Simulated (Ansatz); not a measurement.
Relaxed-ion elastic tensor of Cd₃As₂ in space group Pn-3m (No. 224; Cd on 6d, As on 4b) in GPa (Voigt order), the program Ansatz at the PBEsol level (PAW); density 6.37 g/cm³, 25.39 Å³ per atom.

```
68.9  46.8  46.8   0.0   0.0   0.0
46.8  68.9  46.8   0.0   0.0   0.0
46.8  46.8  68.9   0.0   0.0   0.0
 0.0   0.0   0.0  15.7   0.0   0.0
 0.0   0.0   0.0   0.0  15.7   0.0
 0.0   0.0   0.0   0.0   0.0  15.7
```

Question: Is the crystal mechanically stable?

Answer: Yes: the smallest eigenvalue of C is 15.7 GPa.

Question: Work out the Voigt, Reuss and Hill averages.

Answer: K_V = 54.1, K_R = 54.1, K_H = 54.1; G_V = 13.9, G_R = 13.5, G_H = 13.7 GPa.

Question: Give Young's modulus, Poisson's ratio, Pugh's ratio and the universal anisotropy index.

Answer: E = 9KG/(3K + G) = 37.8 GPa; ν = 0.38; K/G = 3.96 (ductile by the Pugh limit of 1.75); A_U = 5G_V/G_R + K_V/K_R − 6 = 0.15.

Question: Estimate the sound speeds and the Debye temperature.

Answer: v_l = √((K + 4G/3)/ρ) = 3370 m/s, v_t = √(G/ρ) = 1460 m/s, mean 1650 m/s; Θ = (h/k)(3n/4πV)^(1/3) v_m = 168 K.

Question: Give the Zener ratio and Young's modulus along [100], [110] and [111].

Answer: A = 2C44/(C11 − C12) = 1.42; 1/E = S11 − 2(S11 − S12 − S44/2)Γ with Γ = 0, 1/4, 1/3 gives 31.1, 39.2, 43.0 GPa.

Question: Solve the Christoffel equation for the three sound speeds along [100], [110], [111].

Answer: Eigenvalues of C_ijkl n_j n_l equal ρv². In km/s, slowest first: [100] 1.57, 1.57, 3.29; [110] 1.32, 1.57, 3.40; [111] 1.41, 1.41, 3.43.

The first step of the workflow began from a Materials Project structure, measured or hypothetical; the Crystallography Open Database copy checked does not list it. COD files the formula under space group No. 142, so this cell is another polymorph or a model. Whether it is the stable phase at ambient conditions was not checked. The PBEsol relaxation kept the symmetry of its start; of distortions, only those at the zone centre were tested, and some modes there are weakly imaginary. As this level gives no gap, shear constants depend on the k-mesh and smearing (Fermi–Dirac, 0.1 eV here).

Potentials: the later of the program's two PAW sets.
